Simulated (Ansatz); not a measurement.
## Two inputs for Si₃N₄

Cell: an entry of the Crystallography Open Database (COD; perhaps a calculated or model structure).

Space group P6_3/m (No. 176); a = 7.6015, c = 2.9061 Å, γ = 120.00°.

| site | Wyckoff | site symmetry | x | y | z |
| --- | --- | --- | --- | --- | --- |
| Si | 6h | m.. | 0.7685 | 0.1746 | 0.2500 |
| N7 | 6h | m.. | 0.0305 | 0.3303 | 0.2500 |
| N13 | 2d | -6.. | 0.6667 | 0.3333 | 0.2500 |

One atom of each set is listed.

Reference run. Method: Kohn–Sham DFT in Ansatz, PBE, plane waves and PAW, scalar-relativistic, 420 eV cutoff, Γ-centred 4×4×10 k-points, Fermi–Dirac smearing 0.02 eV.

Problem. The input is changed as follows: `hamiltonian.dispersion`: not typed → d3bjatm; `basis.ecutwfc`: not typed → 29.4 Ry. What happens to V_zz (10²¹ V/m²) and η?

Solution. 

```tsv
site	V_zz reference	η reference	V_zz changed	η changed
Si	0.97	0.43	0.97	0.43
N7	-4.93	0.07	-4.92	0.07
N13	-4.89	0.00	-4.88	0.00
```

No V_zz moves by more than 0.02. The dispersion term itself leaves the density as it is. SCF iterations: 6 and 7. New warnings: cutoff below recommended. In the changed run the cutoff of 400 eV lies below the one recommended for these PAW files, yet the gradients stay close to the reference.

On the reference run: At this cell the PBE pressure is 6 GPa, so with PBE the cell would grow if it were relaxed.
